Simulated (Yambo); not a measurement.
**How GW settings move the gap: BaTiO$_{3}$**

G0W0@PBEsol for BaTiO₃ (space group R3m, No. 160) in Yambo. Reference settings: 4×4×4 Γ-centred k mesh, bands 3 to 158 and a 6 Ry block in the screening, 158 bands in G with the Bruneval-Gonze terminator, plasmon pole fitted at 27.2 eV. The PBEsol gap Z → Γ on this mesh is 2.36 eV; G0W0 gaps are taken between the same points.

```json
[
 {"change from the reference": "reference settings", "G0W0 gap Z → Γ (eV)": "4.00", "shift of the valence edge (eV)": "-0.24", "rough Yambo cost": "1"},
 {"change from the reference": "72 bands in W, 72 bands in G", "G0W0 gap Z → Γ (eV)": "4.20", "shift of the valence edge (eV)": "-0.09", "rough Yambo cost": "about 1/3"},
 {"change from the reference": "110 bands in W, 110 bands in G", "G0W0 gap Z → Γ (eV)": "4.02", "shift of the valence edge (eV)": "-0.14", "rough Yambo cost": "within a factor of two"},
 {"change from the reference": "72 bands in G", "G0W0 gap Z → Γ (eV)": "3.98", "shift of the valence edge (eV)": "-0.13", "rough Yambo cost": "–"},
 {"change from the reference": "86 bands in W", "G0W0 gap Z → Γ (eV)": "4.11", "shift of the valence edge (eV)": "-0.16", "rough Yambo cost": "about 1/2"},
 {"change from the reference": "3 Ry block", "G0W0 gap Z → Γ (eV)": "4.27", "shift of the valence edge (eV)": "-0.28", "rough Yambo cost": "within a factor of two"},
 {"change from the reference": "5 Ry block", "G0W0 gap Z → Γ (eV)": "4.02", "shift of the valence edge (eV)": "-0.23", "rough Yambo cost": "within a factor of two"},
 {"change from the reference": "no random integration", "G0W0 gap Z → Γ (eV)": "3.96", "shift of the valence edge (eV)": "-0.07", "rough Yambo cost": "–"},
 {"change from the reference": "72 bands in G, no terminator", "G0W0 gap Z → Γ (eV)": "4.13", "shift of the valence edge (eV)": "0.57", "rough Yambo cost": "–"},
 {"change from the reference": "no terminator", "G0W0 gap Z → Γ (eV)": "4.12", "shift of the valence edge (eV)": "0.00", "rough Yambo cost": "–"}
]
```

The reference isn't shown to be the converged limit. Costs are rough (shared machines), scaled to the same edge states, and given only for runs that recompute the screening.

Geometry of the Materials Project entry, not relaxed at this level; primitive cell a = 4.0338 Å, b = 4.0338 Å, c = 4.0338 Å, α = 89.84°, β = 89.84°, γ = 89.84°.

A shift is the quasiparticle energy of the state minus its PBEsol energy.
